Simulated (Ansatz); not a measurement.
**LuSi2Ru2 in Ansatz, settings compared**

Input:

```yaml
crystal:
  lattice:
    - [0.0, 4.058409, 0.0]
    - [4.058409, 0.0, 0.0]
    - [2.029205, 2.029205, -4.980545]
  atoms:
    - { symbol: Si, position: [0.362, 0.362, 0.276] }
    - { symbol: Si, position: [0.638, 0.638, 0.724] }
    - { symbol: Lu, position: [0.0, 0.0, 0.0] }
    - { symbol: Ru, position: [0.75, 0.25, 0.5] }
    - { symbol: Ru, position: [0.25, 0.75, 0.5] }
  symmetry: { tolerance: 0.0003 }
kpoints:
  mp_grid: { grid: [5, 5, 5], shift: [0, 0, 0] }
magnetization:
  spin_polarized: false
scf:
  occupations: { method: fermi_dirac }
hamiltonian:
  pseudopotentials: { kind: paw }
  xc: r2scan
basis:
  ecutwfc: 500
output:
  forces: true
  stress: true
  eigenvalues: true
  write_density: true
  write_potential: true
  elf: true
  volumetric_format: npy
relax:
  max_steps: 40
  cell: {}
```

Run with:

```bash
ansatz run input.yaml --threads 1 --pin off --max-ram 2560MiB --backend cpu --events-out ev --progress --plain --runs-dir out
```

Origin of the cell: a known structure type with other elements, at an estimated volume, so it need not be a known compound.

The smearing width isn't typed, so it takes its default of 0.1 eV.

Output of this run (shortened):

```
Pseudopotentials: kind: paw
Pseudopotential: Si, paw, valence charge 4, recommended cutoff 500 eV (meta_gga), Si.paw.azcp
Pseudopotential: Lu, paw, valence charge 25, recommended cutoff 500 eV (meta_gga), Lu.paw.azcp
Pseudopotential: Ru, paw, valence charge 16, recommended cutoff 500 eV (meta_gga), Ru.paw.azcp
Functional definition: r2SCAN
  exchange = r2scan_x(k0 = k0, k1 = k1, a1 = a1)
  correlation = r2scan_c
Crystal: 5 atoms, lattice volume = 82.033 Å³
Basis set: ecut = 500 eV, 2131 PW (Γ), exchange–correlation on 120×120×180 points (64 copies of the dense FFT grid, shifted against one another)
Bands: 39, of which v1, the nominal top of the filled ones, is band 33 counted from 1 (32 counted from 0)
Symmetry: 16 space group operations
[… 11 lines left out …]
Initial density: superposition of atomic densities (neutral atoms: chi_scale 0, normalization atom), corrected by the library's trained network
Functional: x = r2scan, c = r2scan; τ floored in thin density (d = 2e-4 eV/Å³)
SCF iter   1: F=—  HF=-27807.673058 eV  Δρ=9.09e-3  dr2=7.08e-2  dr2_τ=6.65e-2
SCF iter   2: F=—  HF=-27807.686305 eV  Δρ=5.66e-3  dr2=3.13e-2  dr2_τ=2.88e-3  defer=1
SCF iter   3: F=—  HF=-27807.680985 eV  Δρ=3.78e-3  dr2=1.45e-2  dr2_τ=4.09e-4  defer=1
SCF iter   4: F=—  HF=-27807.680211 eV  Δρ=1.25e-3  dr2=3.79e-3  dr2_τ=1.50e-4  defer=1
SCF iter   5: F=—  HF=-27807.680048 eV  Δρ=4.35e-4  dr2=2.31e-4  dr2_τ=1.31e-5  defer=1
SCF iter   6: F=—  HF=-27807.680124 eV  Δρ=2.28e-4  dr2=9.63e-5  dr2_τ=2.87e-6  defer=1
SCF iter   7: F=—  HF=-27807.680142 eV  Δρ=5.78e-5  dr2=3.88e-6  dr2_τ=2.77e-7  defer=1
SCF iter   8: F=—  HF=-27807.680145 eV  Δρ=3.31e-5  dr2=2.27e-6  dr2_τ=8.56e-8  defer=1
SCF iter   9: F=-27807.680145 eV  HF=-27807.680145 eV  Δρ=8.77e-6  dr2=8.36e-8  dr2_τ=7.08e-9
relax step   1: F+E_penalty+E_count = -27807.680145 eV  Δ(F+E_penalty+E_count) = +0.000e0 eV  max|allowed force component| = 1.240e0 eV/Å  Δτ_max = 0.0000 Å  P = +2.085 GPa  Ω = 82.033 Å³  (9 […]
relax step   2: F+E_penalty+E_count = -27807.935275 eV  Δ(F+E_penalty+E_count) = -2.551e-1 eV  max|allowed force component| = 3.561e-1 eV/Å  Δτ_max = 0.0628 Å  P = +1.609 GPa  Ω = 80.155 Å³ […]
relax step   3: F+E_penalty+E_count = -27807.946094 eV  Δ(F+E_penalty+E_count) = -1.082e-2 eV  max|allowed force component| = 5.743e-2 eV/Å  Δτ_max = 0.0165 Å  P = -0.123 GPa  Ω = 80.531 Å³ […]
relax step   4: F+E_penalty+E_count = -27807.946397 eV  Δ(F+E_penalty+E_count) = -3.029e-4 eV  max|allowed force component| = 5.994e-3 eV/Å  Δτ_max = 0.0028 Å  P = -0.077 GPa  Ω = 80.571 Å³ […]
relax step   5: F+E_penalty+E_count = -27807.946425 eV  Δ(F+E_penalty+E_count) = -2.760e-5 eV  max|allowed force component| = 5.872e-4 eV/Å  Δτ_max = 0.0005 Å  P = +0.001 GPa  Ω = 80.530 Å³ […]
relax step   6: F+E_penalty+E_count = -27807.946253 eV  Δ(F+E_penalty+E_count) = +1.718e-4 eV  max|allowed force component| = 4.067e-4 eV/Å  Δτ_max = 0.0000 Å  P = +0.003 GPa  Ω = 80.530 Å³  stress off target by 9.21e-3 GPa […]
SCF 6 converged in 7 iterations: F = -27807.946253 eV  dr2 = 2.15e-11
basis re-selected at this cell: Δ(F+E_penalty+E_count) = +1.718e-4 eV, ΔP = +0.002 GPa vs the last step (what re-selecting the basis moved, of the pressure what is left beyond the Pulay corre […]
SCF converged after 7 iterations
Free energy (F): -27807.946253 eV
Harris-Foulkes:  -27807.946253 eV  (|F-HF|=4.00e-11)
Internal energy: -27807.872446 eV  (E = F + TS)
E sigma→0 (E₀):  -27807.909349 eV
Entropy (-TS):   -0.073807 eV (-14.761 meV/atom)
Fermi energy:    16.199881 eV
--- Per-component energies (eV) ---
  E_band       = -215.514530
  E_kinetic    = 1540.900766
  E_local      = -10379.084790  (includes V_loc(G=0)·N_el)
  E_nonlocal   = 1305.987685
  E_hartree    = 4146.004157
  E_xc         = -691.326752
  E_vxc        = -934.090167  (∫ρ·V_xc dr)
  E_paw        = -15381.142801  (= ΣΔE_a)
  E_vpaw       = -99.722734  (= ΣTr[D̂ρ^β])
  E_aug_tail   = 0.000234  (compensation charges beyond the density's cutoff)
  E_vtau       = 58.486057  (kinetic-family band-sum trace: ∫τ·v_τ [+ j·A + Jᵃ·Aᵃ] dr)
  E_ewald      = -8349.113690
  E_core_change = -0.097254  (= ΣΔE_core)
  E_smearing   = -0.073807  (= −TS)
  Σ components = -27807.946253   (vs F -27807.946253, Δ=0.00e0)
--- Forces (eV/Å), atoms counted from 1 ---
  atom   1  Si    -0.000000    -0.000000     0.000407
  atom   2  Si     0.000000     0.000000    -0.000407
  atom   3  Lu     0.000000    -0.000000     0.000000
  atom   4  Ru    -0.000000     0.000000    -0.000000
  atom   5  Ru     0.000000    -0.000000     0.000000
  max |Σ_I F_I| component: 5.55e-17 eV/Å
--- Stress (GPa, compression-positive) ---
        0.009086      -0.000000       0.000000
       -0.000000       0.009086       0.000000
        0.000000       0.000000      -0.009211
  P = ⅓ Tr σ = 0.0030 GPa (0.030 kbar)
--- Relaxed structure (5 steps of the walk, 5 accepted, 1 SCFs on fresh bases) ---
  F+E_penalty+E_count = -27807.946253 eV   max|allowed force component| = 4.067e-4 eV/Å   (the final SCF, on the basis selected at the relaxed cell)
  cell:  # Å, volume = 80.5295 Å³
    - [-5.209e-15, 4.133934, 2.075e-7]
    - [4.133934, -5.209e-15, 2.075e-7]
    - [2.066967, 2.066967, -4.712248]
  atoms:
    - { symbol: Si, position: [0.369727, 0.369727, 0.260546] }
    - { symbol: Si, position: [0.630273, 0.630273, 0.739454] }
    - { symbol: Lu, position: [-2.699e-19, -2.699e-19, 5.398e-19] }
    - { symbol: Ru, position: [0.750000, 0.250000, 0.5] }
    - { symbol: Ru, position: [0.250000, 0.750000, 0.5] }
```

The same input was run again with these changes:

1. `hamiltonian.xc` r2scan → pbesol
2. `scf.occupations.method` fermi_dirac → methfessel_paxton; `scf.occupations.width` default → 0.025
3. `basis.ecutwfc` 500 → "40.4 Ry"; `kpoints.mp_grid.shift` [0, 0, 0] → [0.5, 0.5, 0.5]; `scf.initial_density.chi_scale` default → 0.0

```json
{"run": "base", "end": "converged", "SCF iterations": "40", "volume (Å³/atom)": "16.11", "max force component (eV/Å)": "0.000", "moment (μB)": "–", "ΔE(σ→0) (meV/atom)": "0"}
{"run": "1", "end": "converged", "SCF iterations": "34", "volume (Å³/atom)": "15.88", "max force component (eV/Å)": "0.003", "moment (μB)": "–", "ΔE(σ→0) (meV/atom)": "–"}
{"run": "2", "end": "converged", "SCF iterations": "42", "volume (Å³/atom)": "16.11", "max force component (eV/Å)": "0.004", "moment (μB)": "–", "ΔE(σ→0) (meV/atom)": "1.09"}
{"run": "3", "end": "converged", "SCF iterations": "48", "volume (Å³/atom)": "16.11", "max force component (eV/Å)": "0.000", "moment (μB)": "–", "ΔE(σ→0) (meV/atom)": "-1.57"}
```

Energies are compared only where functional, datasets, charge and starting cell are the same.

Caveats of the base run: no moments, though an odd count or open d shells may carry them; no spin-orbit coupling, though heavy elements are present; the k mesh is coarse if the cell is a metal; the relaxation held the start's symmetry, so the end may be a saddle point.

Run 3: the k mesh keeps only part of the crystal's symmetry.

The base run took 30 s on 1 thread of Intel(R) Xeon(R) 6975P-C (Granite Rapids) (shared host), peak memory 0.66 GiB, from the program's own first density.
